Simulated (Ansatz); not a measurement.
AlAs:
```yaml
crystal:
  lattice:
    - [3.97090, 0.00000, 0.00000]
    - [-1.98545, 3.43890, 0.00000]
    - [0.00000, 0.00000, 6.52933]
  atoms:
    - { symbol: Al, position: [0.33333, 0.66667, 0.00080] }
    - { symbol: Al, position: [0.66667, 0.33333, 0.50080] }
    - { symbol: As, position: [0.33333, 0.66667, 0.37520] }
    - { symbol: As, position: [0.66667, 0.33333, 0.87520] }
```

Relaxed with LDA. Special points in fractions of this cell's reciprocal vectors: Γ (0.000, 0.000, 0.000); M (0.500, 0.000, 0.000); K (0.333, 0.333, 0.000); A (0.000, 0.000, 0.500); L (0.500, 0.000, 0.500); H (0.333, 0.333, 0.500).

### Question
List the band energies nearest the valence-band maximum at these points for DFT-LDA in the program Ansatz with PAW potentials.

### Answer
In eV from the valence-band maximum; about four levels below and three above (degenerate sets whole), none deeper than 8.9 eV; points with the same levels are listed once.

| k | below | above |
|---|---|---|
| Γ | -0.98 -0.98 -0.14 0.00 0.00 | 1.74 1.99 3.98 3.98 |
| M | -3.64 -2.29 -2.14 -0.93 | 1.65 2.99 3.73 |
| K | -4.19 -2.71 -2.71 -2.54 | 2.04 5.90 5.90 |
| A | -0.55 -0.55 -0.55 -0.55 | 2.53 2.53 4.56 4.56 4.56 4.56 |
| L | -1.79 -1.79 -1.72 -1.72 | 1.85 1.85 3.06 3.06 |
| H | -3.54 -3.54 -1.34 -1.34 | 2.66 2.66 4.51 4.51 |

Space group P6_3mc (wurtzite). The workflow started from a Materials Project entry (that database holds measured and hypothetical structures alike); the Crystallography Open Database copy checked does not list it. It is not the phase usual at ambient conditions (space group No. 216). Symmetry was held in the LDA relaxation; of distortions, only those at the zone centre were tested. Scalar-relativistic: spin–orbit coupling is off unless named, which matters more the heavier the elements.

Potentials: the later of the program's two PAW sets.
